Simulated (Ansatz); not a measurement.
GaAs (zinc blende, space group No. 216), plane-wave PAW PBE (Ansatz code). The conduction-band minimum lies at Γ, with 1 equivalent valley. Second derivatives d²E/dk² of the lowest band at one valley (eV·Å²), along Cartesian directions:

```csv
direction,d²E/dk²
[100],749.9
[010],749.9
[001],749.9
[110],749.6
[101],749.6
[011],749.6
```

Q: Find the principal effective masses, the density-of-states mass and the conductivity mass.

A: Off-diagonal terms follow from H_xy = H[110] − (H_xx + H_yy)/2, and m*/mₑ = 7.620 eV·Å² over each eigenvalue: 0.010, 0.010, 0.010. One valley's DOS mass (m₁m₂m₃)^(1/3) = 0.010, conductivity mass 3/(Σ 1/mᵢ) = 0.010 mₑ.

Q: What effective density of states Nc follows at 300 K for parabolic valleys?

A: Nc = 2.509e19 × 1 × (0.010)^(3/2) ≈ 2.5e16 cm⁻³.

Space group F-43m (zinc blende). The cell was relaxed with PBE under the symmetry of its start. Scalar-relativistic: spin–orbit coupling is off unless named, which matters more the heavier the elements.

Potentials: the earlier of the program's two PAW sets.

Edges and masses are those of Kohn–Sham bands, whose gap is no quasiparticle gap.
